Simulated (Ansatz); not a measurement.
Ir (fcc (Cu type), space group No. 225) under volume change, the program Ansatz at the LDA level (PAW), scaled uniformly.

```json
[
 {"V (Å³/atom)": "12.592", "E − E(relaxed) (meV/atom)": "171.2", "P (GPa)": "48.36"},
 {"V (Å³/atom)": "13.007", "E − E(relaxed) (meV/atom)": "?", "P (GPa)": "?"},
 {"V (Å³/atom)": "13.422", "E − E(relaxed) (meV/atom)": "16.8", "P (GPa)": "13.33"},
 {"V (Å³/atom)": "13.837", "E − E(relaxed) (meV/atom)": "0.0", "P (GPa)": "0.00"},
 {"V (Å³/atom)": "14.252", "E − E(relaxed) (meV/atom)": "14.9", "P (GPa)": "-11.13"},
 {"V (Å³/atom)": "14.667", "E − E(relaxed) (meV/atom)": "56.1", "P (GPa)": "-20.41"},
 {"V (Å³/atom)": "15.082", "E − E(relaxed) (meV/atom)": "?", "P (GPa)": "?"}
]
```

Question: Some entries are withheld; supply them.

Answer: 
- 13.007, E − E(relaxed) (meV/atom): 71.4
- 13.007, P (GPa): 29.29
- 15.082, E − E(relaxed) (meV/atom): 119.2
- 15.082, P (GPa): -28.11

Question: What does a third-order Birch–Murnaghan fit give for V₀, B₀ and B′?

Answer: V₀ = 13.84 Å³/atom, B₀ = 405 GPa, B′ = 5.0.

Space group Fm-3m (fcc (Cu type)). The LDA relaxation kept the symmetry of its start. No spin polarisation was allowed. Spin–orbit coupling is left out wherever it is not named.

Potentials: the earlier of the program's two PAW sets.
